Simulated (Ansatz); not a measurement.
A sound run on YbI₂ (P-3m1), U = 3 eV on Yb f (DFT, PBEsol+U, PAW with Ansatz's default frozen-core files, scalar-relativistic (Ansatz)):

```yaml
crystal:
  lattice:
    - [4.4956981404, 0.0, 0.0]
    - [-2.2478490702, 3.8933887973, 0.0]
    - [0.0, 0.0, 7.697032]
  atoms:
    - { symbol: Yb, position: [0.0, 0.0, 0.0], spin: 1.0 }
    - { symbol: I, position: [0.3333333333, 0.6666666667, 0.769119] }
    - { symbol: I, position: [0.6666666667, 0.3333333333, 0.230881] }
magnetization:
  spin_polarized: true
kpoints:
  mp_grid: { grid: [6, 6, 3] }
scf:
  occupations: { method: fermi_dirac, width: 0.05 }
hamiltonian:
  xc: pbesol
  pseudopotentials: { kind: paw }
  hubbard: { sites: [{ species: Yb, l: f, u_eff: 3 }] }
output:
  forces: true
  stress: true
  eigenvalues: true
  hubbard: { sites: [{ species: Yb, l: f }] }
  populations: true
  dos: { projected: true, de: 0.1, e_range: [-10, 8] }
  write_density: true
  write_potential: true
  elf: true
  volumetric_format: npy
```

It converged in 25 iterations. The moments died out: the run ends unmagnetised. Pressure -0.99 GPa.

The input is then changed, output keys apart:

```diff
-  mp_grid: { grid: [6, 6, 3] }
+  mp_grid: { grid: [4, 4, 2] }
```

What happens?

The calculation finished and met its thresholds. Free energy -28545.4769 eV against -28545.4858 eV, cell moment 0.00 μB, pressure -0.95 GPa. These settings were drawn wide on purpose, so the numbers show their effect and aren't offered as converged values.
```
Yb: projections on atomic orbitals take those of the free atom [Kr 4d10] 4f14 5s2 5p6 5d0 6s2, of charge +0.00 (hamiltonian.pseudopotentials.projection_atoms); the dataset's partial waves leave at most 1.5e-4 of an orbital's norm unspanned inside its sphere
I: projections on atomic orbitals take those of the free atom [Kr] 4d10 5s2 5p5, of charge +0.00 (hamiltonian.pseudopotentials.projection_atoms); the dataset's partial waves leave at most 9.4e-6 of an orbital's norm unspanned inside its sphere
Engine: ansatz 0.2.0
Pseudopotentials: kind: paw
Pseudopotential: Yb, paw, valence charge 24, recommended cutoff 420 eV (normal), Yb.paw.azcp
Pseudopotential: I, paw, valence charge 17, recommended cutoff 420 eV (normal), I.paw.azcp
Functional definition: PBEsol
  exchange = pbesol_x
  correlation = pbesol_c
Crystal: 3 atoms, lattice volume = 134.725 Å³
Basis set: ecut = 420 eV, 2623 PW (Γ), exchange–correlation on 64×64×108 points (8 copies of the dense FFT grid, shifted against one another)
Bands: 37, of which v1, the nominal top of the filled ones, is band 29 counted from 1 (28 counted from 0)
Symmetry: 12 space group operations
Space group: P-3m1 (ITA 164), of the structure as read, at distance tolerance 5.1e-5 Å
[...]
        0.000000      -0.000000      -0.833625
  P = ⅓ Tr σ = -0.9475 GPa (-9.475 kbar)
--- Band table (eV; the first three rows and the last of 16) ---
  k-point 0 ↑: bands = ["-44.5766", "-39.2389", "-39.2389", "-39.2388", "-39.2388", "-39.2332", "-39.2332", "-39.2330", "-39.2330", "-39.2297", "-39.2296", "-17.1511", "-17.1069", "-17.1069", "-7.3264", "-6.9057", "1.5843", "3.1572", "3.1572", "3.7430", "3.8038", "3.8038", "5.5446", "5.5709", "5.5709", "5.6001", "5.7183", "5.7268", "5.7268", "7.9635", "9.0493", "9.0493", "9.1146", "9.4720", "10.57 …
  k-point 1 ↑: bands = ["-44.5766", "-39.2389", "-39.2389", "-39.2388", "-39.2388", "-39.2332", "-39.2332", "-39.2330", "-39.2330", "-39.2297", "-39.2296", "-17.1511", "-17.1069", "-17.1069", "-7.2817", "-6.9590", "1.9438", "3.1212", "3.1833", "3.1833", "3.7688", "3.7688", "5.5428", "5.5712", "5.5712", "5.6001", "5.6730", "5.7217", "5.7217", "8.4186", "9.0190", "9.0190", "9.4859", "9.9382", "10.76 …
  k-point 2 ↑: bands = ["-44.5763", "-39.2389", "-39.2388", "-39.2388", "-39.2387", "-39.2332", "-39.2332", "-39.2330", "-39.2329", "-39.2296", "-39.2296", "-17.1435", "-17.1350", "-17.1127", "-7.1340", "-6.8916", "1.8790", "2.5385", "2.7712", "3.1333", "3.5240", "3.6605", "5.5605", "5.5672", "5.5728", "5.5892", "5.6093", "5.6523", "5.6660", "8.2508", "9.2373", "9.8000", "9.9121", "10.5376", "10.8 …
  k-point 7 ↓: bands = ["-44.5760", "-39.2388", "-39.2387", "-39.2387", "-39.2386", "-39.2331", "-39.2331", "-39.2330", "-39.2330", "-39.2295", "-39.2295", "-17.1525", "-17.1356", "-17.1290", "-6.9112", "-6.8947", "1.7896", "2.1990", "2.6489", "2.9894", "3.1133", "3.3208", "5.5519", "5.5688", "5.5712", "5.5841", "5.5911", "5.5961", "5.6031", "8.8826", "9.0953", "9.9405", "10.7217", "10.8381", "10. …
Occupation matrices written to <dir>
--- Löwdin populations: 3 sites ---
  site symbol       q [e]    m [muB]
     0     Yb     23.8665     0.0000
     1      I     17.0230    -0.0000
     2      I     17.0230    -0.0000
  spilling = 0.001511 (of n_electrons = 58.000000)
```
